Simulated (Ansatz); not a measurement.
## CO2: 17O NMR of the central transition

Cell: an entry of the Crystallography Open Database (COD) whose atoms were relaxed with PBE, the cell held.

```xyz
12
Lattice="5.6240 0.0000 0.0000 0.0000 5.6240 0.0000 0.0000 0.0000 5.6240" Properties=species:S:1:pos:R:3 pbc="T T T"
C     0.0000    0.0000    0.0000
C     2.8120    0.0000    2.8120
C     2.8120    2.8120    0.0000
C     0.0000    2.8120    2.8120
O     0.6746    0.6746    0.6746
O     2.1374    4.9494    3.4866
O     3.4866    2.1374    4.9494
O     4.9494    3.4866    2.1374
O     4.9494    4.9494    4.9494
O     3.4866    0.6746    2.1374
O     2.1374    3.4866    0.6746
O     0.6746    2.1374    3.4866
```

Atoms are numbered from 1 in the order listed; like atoms form one site, named after its first atom.

The numbers come from a DFT calculation in Ansatz (r2SCAN, plane waves and PAW (field gradients read without the response of the frozen cores, which leaves them typically 4 to 6 % off), scalar-relativistic, 500 eV cutoff, Γ-centred 4×4×4 k-points, Fermi–Dirac smearing 0.02 eV).

17O has I = 5/2 and Q = -25.58 mb (Pyykkö 2018); at 7.05 T its Larmor frequency is ν₀ = 40.7 MHz. Only the quadrupole interaction is simulated: positions count from each site's isotropic chemical shift, and J coupling is left out, as are shift anisotropy and dipolar coupling, which fast spinning averages.

Simulated pattern of one O site (fast magic-angle spinning, Gaussian broadening 0.2 kHz):

```tsv
offset (kHz)	height
-9.601	0
-9.319	1
-9.036	4
-8.753	4
-8.470	4
-8.188	4
-7.905	5
-7.622	4
-7.340	5
-7.057	5
-6.774	5
-6.491	5
-6.209	5
-5.926	23
-5.643	76
-5.360	46
-5.078	37
-4.795	33
-4.512	31
-4.229	30
-3.947	30
-3.664	30
-3.381	30
-3.099	31
-2.816	32
-2.533	35
-2.250	39
-1.968	45
-1.685	61
-1.402	100
-1.119	12
-0.837	0
```

Problem. Which |C_Q| and η does the pattern imply?

Solution. The pattern spans 7.91 kHz before broadening and its centre of gravity is at -3.69 kHz, which fixes P_Q; the places of the horns and steps fix η. That gives P_Q = 5.01 MHz, |C_Q| = 5.01 MHz and η = 0.00. The sign of C_Q can't be read from the pattern.

An axis of threefold or higher order runs through O, so V_zz lies along it and η is zero.

The largest force is 0.9 eV/Å, so the atoms aren't at the calculated equilibrium and relaxing them would move these values.
